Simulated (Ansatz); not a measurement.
Input:

ZnS:
```yaml
crystal:
  lattice:
    - [3.83541, 0.00000, 0.00000]
    - [-1.91770, 3.32156, 0.00000]
    - [0.00000, 0.00000, 12.54156]
  atoms:
    - { symbol: Zn, position: [0.00000, 0.00000, 0.99998] }
    - { symbol: Zn, position: [0.00000, 0.00000, 0.49998] }
    - { symbol: Zn, position: [0.33333, 0.66667, 0.25004] }
    - { symbol: Zn, position: [0.66667, 0.33333, 0.75004] }
    - { symbol: S, position: [0.00000, 0.00000, 0.18732] }
    - { symbol: S, position: [0.00000, 0.00000, 0.68732] }
    - { symbol: S, position: [0.33333, 0.66667, 0.43765] }
    - { symbol: S, position: [0.66667, 0.33333, 0.93765] }
```

This is the HSE06-relaxed structure.

Task: All from the program Ansatz at the HSE06 level (PAW), unless another level is named. Give the band gap.

Result: 3.32 eV (direct).

Task: What about the valence-band maximum?

Result: at Γ.

Space group P6_3mc (4H polytype). The cell was relaxed with HSE06 under the symmetry of its start. The hybrid was solved on a coarse mesh, the path and, where they were found, the r²SCAN edge points; its band edges are the extreme levels among these.

Potentials: the later of the program's two PAW sets.
